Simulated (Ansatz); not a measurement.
TaSnS:
```cif
data_S2Sn2Ta2
_chemical_formula_sum 'Ta2 Sn2 S2'
_space_group_name_H-M_alt 'P4/nmm :1'
_space_group_IT_number 129
_space_group_name_Hall 'P 4ab 2ab -1ab'
_cell_length_a 3.81829
_cell_length_b 3.81829
_cell_length_c 7.63505
_cell_angle_alpha 90.000
_cell_angle_beta 90.000
_cell_angle_gamma 90.000
loop_
_space_group_symop_operation_xyz
  'x, y, z'
  '-y+1/2, x+1/2, z'
  '-x, -y, z'
  'y+1/2, -x+1/2, z'
  'x+1/2, -y+1/2, -z'
  '-y, -x, -z'
  '-x+1/2, y+1/2, -z'
  'y, x, -z'
  '-x+1/2, -y+1/2, -z'
  'y, -x, -z'
  'x+1/2, y+1/2, -z'
  '-y, x, -z'
  '-x, y, z'
  'y+1/2, x+1/2, z'
  'x, -y, z'
  '-y+1/2, -x+1/2, z'
loop_
_atom_site_label
_atom_site_type_symbol
_atom_site_symmetry_multiplicity
_atom_site_Wyckoff_symbol
_atom_site_fract_x
_atom_site_fract_y
_atom_site_fract_z
_atom_site_occupancy
Ta1 Ta 2 c 0.50000 0.00000 0.29221 1
Sn1 Sn 2 a 0.00000 0.00000 0.00000 1
S1 S 2 c 0.00000 0.50000 0.37789 1
```

Relaxed with PBEsol.

Decompose the optical modes at the zone centre into irreducible representations, and say which are infrared and Raman allowed.

Point group 4/mmm: Γ_opt = 2A1g + 2A2u + B1g + 3Eg + 2Eu. Infrared: A2u, Eu. Raman: A1g, B1g, Eg.

Assign frequencies (DFPT, plane-wave PAW PBEsol (Ansatz code)).

Eu 90i, Eg 11, B1g 82, Eu 106, A1g 141, Eg 151, A2u 184, Eg 261, A2u 312, A1g 323 cm⁻¹.

Subscripts of B labels follow the axes of the standard setting.

The start of the workflow was typed in or built on a structure type; neither database checked (COD, Materials Project) lists it. Its standing as an ambient phase is unchecked. The cell was relaxed with PBEsol under the symmetry of its start. At this level the phase is dynamically unstable (imaginary phonons). No spin polarisation was allowed. The volume moved by -21 % from the start of the relaxation. As this level gives no gap, phonon frequencies hold no LO–TO term and depend on the k-mesh and smearing (Fermi–Dirac, 0.1 eV here). Scalar-relativistic: spin–orbit coupling is off unless named, which matters more the heavier the elements.

Potentials: the earlier of the program's two PAW sets. The files were generated under PBE; for other functionals the program regenerates the frozen cores, and for LDA and PBEsol the local potential too.
